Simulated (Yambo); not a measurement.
Yambo run on SrClF (space group P4/nmm, No. 129). The wavefunctions come from this Quantum ESPRESSO step (PBEsol, PseudoDojo standard norm-conserving files, scalar-relativistic):

```
&CONTROL
  calculation = 'nscf'
  pseudo_dir = './pseudo'
  outdir = './out'
/
&SYSTEM
  ibrav = 0
  nat = 6
  ntyp = 3
  ecutwfc = 84.0
  ecutrho = 336.0
  occupations = 'fixed'
  force_symmorphic = .true.
  nbnd = 132
/
&ELECTRONS
  conv_thr = 6.000000000000001e-09
  diago_full_acc = .true.
  diago_thr_init = 1e-08
/
ATOMIC_SPECIES
F 18.9984 F.upf
Cl 35.4500 Cl.upf
Sr 87.6200 Sr.upf
CELL_PARAMETERS angstrom
  4.129630000000   0.000000000000   0.000000000000
  0.000000000000   4.129630000000   0.000000000000
  0.000000000000   0.000000000000   6.976610000000
ATOMIC_POSITIONS crystal
F   0.500000000000   0.500000000000   0.000000000000
F   0.000000000000   0.000000000000   0.000000000000
Cl   0.500000000000   0.000000000000   0.644900000000
Cl   0.000000000000   0.500000000000   0.355100000000
Sr   0.000000000000   0.500000000000   0.799500000000
Sr   0.500000000000   0.000000000000   0.200500000000
K_POINTS automatic
4 4 2 0 0 0
```

Yambo input:

```
rim_cut
gw0
dyson
el_el_corr
HF_and_locXC
ppa
em1d
RandQpts= 1000000
RandGvec= 1 Ry
EXXRLvcs= 84 Ry
VXCRLvcs= 336 Ry
Chimod= "HARTREE"
% BndsRnXp
 1 | 131 |
%
NGsBlkXp= 6 Ry
% LongDrXp
 1.0 | 1.0 | 1.0 |
%
PPAPntXp= 27.2114 eV
% GbndRnge
 1 | 131 |
%
GTermKind= "BG"
DysSolver= "n"
ExtendOut
% QPkrange
 1 | 1 | 24 | 25 |
 12 | 12 | 24 | 25 |
%
```

k points by index: 1 = Γ, 12 = A.

The o-*.qp file then holds:

```
#    K-point    Band    Eo [eV]    E [eV]    E-Eo [eV]    Vxc [eV]    Vnlxc [eV]    Sc|Eo [eV]    Sc|E [eV]    dSc/dw|Eo [eV]    Re(Z)    Im(Z)
#
    1    24    0.000000    -1.760598    -1.760598    -14.73441    -19.25519    2.390089    2.760186    -5.719841    0.826308    -0.001016
    1    25    5.779939    6.997417    1.217479    -9.372846    -4.675245    -3.298335    -3.480122    -4.062772    0.870091    -0.819512E-3
    12    24    -0.438060    -2.252618    -1.814558    -13.87394    -18.36943    2.303944    2.680935    -5.653139    0.827985    -0.001018
    12    25    8.274804    9.853676    1.578872    -11.20373    -5.729203    -3.640664    -3.895650    -4.394353    0.860963    -0.816553E-3
```
(The two width columns are left out.) Convergence of these settings isn't established.

Geometry of the Materials Project entry, not relaxed at this level.
